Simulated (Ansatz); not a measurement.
## VWF4 in Ansatz, relaxation

Launch command:

```bash
ansatz run input.yaml --threads 2 --pin off --max-ram 3584MiB --backend cpu --events-out ev --progress --plain --runs-dir out
```

input.yaml:

```yaml
crystal:
  lattice:
    - [4.94846658, 0.0, 0.0]
    - [0.0, 6.03320785, 0.0]
    - [-0.05733398, 0.0, 5.19640535]
  atoms:
    - { symbol: V, position: [0.5, 0.6833, 0.25] }
    - { symbol: V, position: [0.5, 0.3167, 0.75] }
    - { symbol: W, position: [0.0, 0.1823, 0.25] }
    - { symbol: W, position: [0.0, 0.8177, 0.75] }
    - { symbol: F, position: [0.2547, 0.3772, 0.4005] }
    - { symbol: F, position: [0.7453, 0.3772, 0.0995] }
    - { symbol: F, position: [0.7453, 0.6228, 0.5995] }
    - { symbol: F, position: [0.2547, 0.6228, 0.9005] }
    - { symbol: F, position: [0.2171, 0.8955, 0.436] }
    - { symbol: F, position: [0.7829, 0.8955, 0.064] }
    - { symbol: F, position: [0.7829, 0.1045, 0.564] }
    - { symbol: F, position: [0.2171, 0.1045, 0.936] }
  symmetry: { tolerance: 0.0003 }
kpoints:
  mp_grid: { grid: [4, 3, 4], shift: [0, 0, 0] }
magnetization:
  spin_polarized: false
scf:
  occupations: { method: fermi_dirac }
  lower_state_search: "off"
hamiltonian:
  pseudopotentials: { kind: paw }
  xc: pbesol
  hubbard:
    projectors: all-electron-ortho-atomic
    sites: [{ species: V, l: d, u_eff: 2.65 }]
basis:
  ecutwfc: 420
  fft_grid_basis: typed
relax:
  max_steps: 40
  cell: { p_target: 0.0 }
output:
  forces: true
  stress: true
  eigenvalues: true
  bader: true
  populations: true
  elf: true
  write_potential: true
  volumetric_format: npy
  dos:
    e_range: [-12, 8]
    de: 0.05
    projected: { site_lists: { F: [F], V: [V], W: [W] } }
checkpoint:
  read: saved_state
```

Origin of the cell: a known structure type with other elements, at an estimated volume, so it need not be a known compound.

The smearing width isn't typed, so it takes its default of 0.1 eV.

The saved state is a converged single point of the same cell.

Steps («new basis» is an SCF on plane waves selected anew at the same cell):

| step | ΔF (meV/atom) | max force component (eV/Å) | P (GPa) | volume (Å³) | SCF iterations | step was |
| --- | --- | --- | --- | --- | --- | --- |
| 1 | 0.0 | 5.051 | 9.35 | 155.14 | 16 | accepted |
| 2 | -220.3 | 4.230 | -2.82 | 159.66 | 25 | accepted |
| 3 | -399.4 | 2.307 | -10.99 | 161.18 | 24 | accepted |
| 4 | -530.9 | 1.497 | -12.35 | 156.95 | 23 | accepted |
| 5 | -639.7 | 1.131 | -10.78 | 148.74 | 23 | accepted |
| 6 | -712.7 | 1.241 | -4.11 | 140.42 | 16 | accepted |
| 7 | -747.3 | 0.583 | 4.22 | 132.51 | 11 | accepted |
| 8 | -751.8 | 0.724 | 4.35 | 132.95 | 12 | accepted |
| 9 | -757.8 | 0.264 | -1.37 | 135.81 | 13 | accepted |
| 10 | -759.0 | 0.157 | 0.03 | 135.20 | 11 | accepted |
| 11 | -759.2 | 0.013 | -0.05 | 135.15 | 8 | accepted |
| 12 | -759.2 | 0.006 | -0.01 | 135.11 | 9 | accepted |
| 13 | -764.5 | 0.007 | 0.56 | 135.11 | 12 | new basis |
| 14 | -766.5 | 0.061 | 0.19 | 135.23 | 10 | accepted |
| 15 | -766.6 | 0.023 | 0.02 | 135.25 | 10 | accepted |
| 16 | -766.7 | 0.020 | -0.01 | 135.22 | 7 | accepted |
| 17 | -766.7 | 0.004 | -0.01 | 135.22 | 7 | accepted |
| 18 | -766.9 | 0.004 | 0.03 | 135.22 | 9 | new basis |
| 19 | -767.0 | 0.003 | 0.02 | 135.16 | 10 | accepted |
| 20 | -767.0 | 0.003 | 0.02 | 135.16 | 9 | new basis |
| 21 | -767.0 | 0.001 | 0.00 | 135.16 | 9 | accepted |
| 22 | -767.0 | 0.001 | 0.00 | 135.16 | 6 | new basis |

Before:

Space group P2/c (No. 13); the run's cell has a = 4.948 Å, b = 6.033 Å, c = 5.197 Å, α = 90.00°, β = 90.63°, γ = 90.00°. Shortest distances: F–W 1.89 Å, F–V 2.14 Å, F–F 2.58 Å, W–W 3.40 Å, V–V 3.41 Å.

After:

Space group P2/c (No. 13); the run's cell has a = 5.605 Å, b = 5.632 Å, c = 4.282 Å, α = 90.00°, β = 89.95°, γ = 90.00°. Shortest distances: F–V 2.05 Å, F–W 2.07 Å, V–V 2.47 Å, F–F 2.51 Å, W–W 2.54 Å.

```yaml
crystal:
  lattice:
    - [5.60508, 0.00000, 0.03774]
    - [0.00000, 5.63169, 0.00000]
    - [-0.02531, 0.00000, 4.28162]
  atoms:
    - { symbol: V, position: [0.50000, 0.61008, 0.25000] }
    - { symbol: V, position: [0.50000, 0.38992, 0.75000] }
    - { symbol: W, position: [0.00000, 0.12132, 0.25000] }
    - { symbol: W, position: [0.00000, 0.87868, 0.75000] }
    - { symbol: F, position: [0.24055, 0.37058, 0.41261] }
    - { symbol: F, position: [0.75945, 0.37058, 0.08739] }
    - { symbol: F, position: [0.75945, 0.62942, 0.58739] }
    - { symbol: F, position: [0.24055, 0.62942, 0.91261] }
    - { symbol: F, position: [0.28122, 0.87836, 0.42846] }
    - { symbol: F, position: [0.71878, 0.87836, 0.07154] }
    - { symbol: F, position: [0.71878, 0.12164, 0.57154] }
    - { symbol: F, position: [0.28122, 0.12164, 0.92846] }
```

```yaml
Free_energy_lowered_by: 767.0 meV/atom
Volume_change: -12.88 %
Final_pressure: 0.00 GPa
Relaxation_steps_listed: 22
```

Caveats: no spin polarisation, so a magnetic state may lie lower; no spin-orbit coupling, though heavy elements are present; the given cell is far from equilibrium, with atoms too close or a volume far off; the k mesh is coarse if the cell is a metal; the relaxation held the start's symmetry, so the end may be a saddle point.

It ran for 6.2 min on 2 threads of Arm Neoverse V1, with other jobs on the host, peak memory 0.68 GiB, from a saved density.
